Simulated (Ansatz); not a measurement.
Crystals of one structure type (Cu3Au type) and one family of elements, relaxed and computed with LDA in the plane-wave PAW code Ansatz.

| crystal | K_Hill (GPa) | G_Hill (GPa) |
|---|---|---|
| NbRh3 | 300 | 173 |
| VCo3 | 301 | ? |
| TaRh3 | 311 | 178 |
| NbIr3 | 361 | 230 |
| VIr3 | 372 | 242 |

Question: Fit a straight line to ln G against ln K and predict the withheld value.

Answer: Least squares on the 4 shown rows: ln G = 1.61 × ln K + (-4.043), with a scatter of 1.1 %. For VCo3 this gives 172. The run itself gave 173, a miss of 0.6 % of that.

Standing as an ambient phase not checked: NbRh3, Cu3Au type; VCo3, Cu3Au type; TaRh3, Cu3Au type; NbIr3, Cu3Au type; VIr3, Cu3Au type. All cells were relaxed under the symmetry of their starts (and spin orders); stability against distortions was not tested throughout. Rows with no word on spin ran without spin polarisation. Spin–orbit coupling is left out wherever it is not named.

Potentials: the later of the program's two PAW sets.
